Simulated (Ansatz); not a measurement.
Given:

K2NaAlH6:
```xyz
10
Lattice="0.0000 4.0042 4.0042 4.0042 0.0000 4.0042 4.0042 4.0042 0.0000" Properties=species:S:1:pos:R:3 pbc="T T T"
K      2.0021     2.0021     2.0021
K      6.0064     6.0064     6.0064
Na     4.0042     4.0042     4.0042
Al     0.0000     0.0000     0.0000
H      4.0042     1.7698     4.0042
H      4.0042     6.2387     4.0042
H      6.2387     4.0042     4.0042
H      1.7698     4.0042     4.0042
H      4.0042     4.0042     1.7698
H      4.0042     4.0042     6.2387
```

This is the PBEsol-relaxed structure.

Question: All from PBEsol in the plane-wave PAW code Ansatz, unless another level is named. Predict the formation energy from the elements (no fitted shifts).

Answer: -0.27 eV/atom.

Question: Give the HSE06 gap on the PBEsol cell.

Answer: 3.54 eV.

Question: What about the hole effective mass?

Answer: 0.71, 0.71, 1.7 mₑ (principal values).

Question: What about the band gap?

Answer: 2.26 eV (indirect).

Question: And the conduction-band minimum?

Answer: at Γ.

Question: Next, the valence-band maximum?

Answer: at X.

Space group Fm-3m. The workflow started from a Materials Project entry (that database holds measured and hypothetical structures alike); the Crystallography Open Database copy checked does not list it. Whether it is the stable phase at ambient conditions was not checked. The PBEsol relaxation kept the symmetry of its start; whether a distortion lowers the energy is not shown. The references are the lowest solids computed at this level, not always the standard phases (solids in place of the gases).

Potentials: the later of the program's two PAW sets.
